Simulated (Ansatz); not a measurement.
ZnS (wurtzite)

```
ZnS
1.0
    3.80703     0.00000     0.00000
   -1.90352     3.29699     0.00000
    0.00000     0.00000     6.24624
Zn S
2 2
Direct
  0.66667   0.33333   0.99975
  0.33333   0.66667   0.49975
  0.66667   0.33333   0.62545
  0.33333   0.66667   0.12545
```

The volume is varied about the relaxed value V₀ at fixed cell shape. The atoms relax within the cell's symmetry.

The numbers are results of r2SCAN (plane waves to 500 eV, PAW, scalar-relativistic; Ansatz, an electronic-structure program), not measurements. k mesh 10×10×6 (Γ-centred), Fermi-Dirac smearing 0.05 eV. The energy includes the smearing's −TS. Stress and pressure are positive under compression. With the shape held, the modulus is that of even scaling; a crystal free to change shape is softer. The PAW data are Ansatz's earlier set. ZnS was relaxed with its symmetry unable to fall. The zero of ΔE is the relaxed starting cell.

The scan covers V/V₀ from 0.940 to 1.060 in 9 points.

Problem. What is the fitted pressure derivative B₀′?

Solution. 4.3.

Problem. What bulk modulus at fixed cell shape B₀ follows from a third-order Birch-Murnaghan fit?

Solution. 77.7 GPa.

(A scan under strain: stresses follow from slopes of the energy per volume, elastic moduli from its curvatures.)
